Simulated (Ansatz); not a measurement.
This run works on a generated trial structure, not on a known crystal.

Input and command of a plane-wave DFT calculation in Ansatz:

```yaml
crystal:
  lattice:
    - [3.48541037, 0.0, 0.0]
    - [-1.74270519, 3.01845392, 0.0]
    - [0.0, 0.0, 12.52627254]
  atoms:
    - { symbol: Sn, position: [0.0, 0.0, 0.0] }
    - { symbol: Ge, position: [0.33333333, 0.66666667, 0.18288277] }
    - { symbol: Ge, position: [0.66666667, 0.33333333, 0.34144139] }
    - { symbol: Ge, position: [0.33333333, 0.66666667, 0.5] }
    - { symbol: Ge, position: [0.0, 0.0, 0.65855861] }
    - { symbol: Ge, position: [0.33333333, 0.66666667, 0.81711723] }
basis:
  ecutwfc: 420
kpoints:
  mp_grid: { grid: [12, 12, 4] }
hamiltonian:
  xc: pbe
scf:
  occupations: { method: gaussian, width: 0.1 }
output:
  forces: true
  stress: true
  eigenvalues: true
  write_density: true
  write_potential: true
  elf: true
  volumetric_format: npy
relax:
  adjacent_minimum: "off"
  f_tol: 0.01
  max_steps: 80
  cell: { stress_tol: 0.05 }
```

```bash
ansatz run input.yaml --threads 1 --pin off --max-ram 2560MiB --backend cpu --events-out ev --progress --plain --runs-dir out
```

Processor: Intel(R) Xeon(R) 6975P-C (Granite Rapids), 1 thread, on a host shared with other jobs.

Q: How long does it run, and how much memory does it take?

A: About 7 min, peak memory 0.66 GiB. It solves 51 bands at 69 k points (after reduction by symmetry) with about 2639 plane waves (on the last cell), in 120 SCF iterations over 16 ionic steps.
